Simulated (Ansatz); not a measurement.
Relaxed Al (fcc, Cu type):

```
CELL_PARAMETERS angstrom
      4.03999     0.00000     0.00000
      0.00000     4.03999     0.00000
      0.00000     0.00000     4.03999
ATOMIC_POSITIONS crystal
  Al 0.00000 0.00000 0.00000
  Al 0.50000 0.50000 0.00000
  Al 0.50000 0.00000 0.50000
  Al 0.00000 0.50000 0.50000
```

In each cell atom 4 (Al, nearest neighbour Al at 2.857 Å; its periodic images, 4.0 Å or more away, move with it) moves by s·(0.707, 0.707, 0.000) (along Cartesian [110]), the rest being held.

These are PBE (plane waves to 420 eV, PAW, scalar-relativistic; Ansatz, an electronic-structure program) values and carry that method's errors. k mesh 9×9×9 (Γ-centred), Fermi-Dirac smearing 0.05 eV. With partly filled bands, energies and forces of such displacements shift with the k mesh and the smearing. F∥ is the force on the atom along that direction. On this mesh the relaxed cell isn't quite at rest: it carries a pressure of 0.2 GPa (compression positive) at the zero of the scan. Al was relaxed with its symmetry unable to fall. The PAW data are Ansatz's earlier set. 

```json
[
 {"s (Å)": "-0.570", "F∥ (eV/Å)": "3.833"},
 {"s (Å)": "-0.456", "F∥ (eV/Å)": "2.659"},
 {"s (Å)": "-0.342", "F∥ (eV/Å)": "1.773"},
 {"s (Å)": "-0.228", "F∥ (eV/Å)": "1.074"},
 {"s (Å)": "-0.114", "F∥ (eV/Å)": "0.506"},
 {"s (Å)": "0.000", "F∥ (eV/Å)": "0.000"},
 {"s (Å)": "0.114", "F∥ (eV/Å)": "-0.506"},
 {"s (Å)": "0.228", "F∥ (eV/Å)": "-1.074"},
 {"s (Å)": "0.342", "F∥ (eV/Å)": "-1.773"},
 {"s (Å)": "0.456", "F∥ (eV/Å)": "-2.659"},
 {"s (Å)": "0.570", "F∥ (eV/Å)": "-3.833"}
]
```

Task: What is the force constant k = d²E/ds² of this move at s = 0?

Result: 4.35 eV/Å². The forces along the line at the two nearest points give (0.506 − (-0.506)) / (2·0.114) = 4.44 eV/Å²; the next pair corrects for the finite step.

(A displaced cell: forces are minus the slopes of the energy, force constants its curvatures, and phonons follow from these.)
